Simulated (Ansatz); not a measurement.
## VN$_{2}$ (I4/mcm): electronic heat capacity and spin susceptibility from the density of states

Computed with DFT PBE, scalar-relativistic, plane waves, PAW in Ansatz.

Settings: cutoff 420 eV, Γ-centred mesh 12×12×12 on the computed 6-atom cell, Gaussian smearing of 0.10 eV; no spin polarisation.

Relaxed cell: I4/mcm, a = 4.307 Å, b = 4.307 Å, c = 4.968 Å, α = 90.00°, β = 90.00°, γ = 90.00°, 6 atoms in the primitive cell.

The density of states at the Fermi level is 2.634 states/eV in the cell of 6 atoms (2 formula units; both spins, tetrahedra on a 18×18×18 mesh).

Q: What Sommerfeld coefficient and Pauli susceptibility does this give?

A: Per formula unit N(E_F) = 1.317 states/eV. γ = (π²/3) k_B² N(E_F) N_A = 2.357 mJ/(mol K²) per state/eV, so γ = 3.1 mJ/(mol K²), a mole of formula units. χ_P = μ_B² N(E_F) N_A = 3.23×10⁻⁵ emu/mol per state/eV gives 4.3×10⁻⁵ emu/mol. This is the bare band result: a measured γ of the same phase is as a rule larger by a factor 1 + λ from phonons and spin fluctuations, the spin part of χ is larger by the Stoner factor, and a measured χ also holds orbital and core terms. N(E_F) at one energy is sensitive to the mesh where the density of states has sharp peaks.

A ferromagnetic start lost its moments in a first run, so spin was left out; other magnetic orders weren't tried.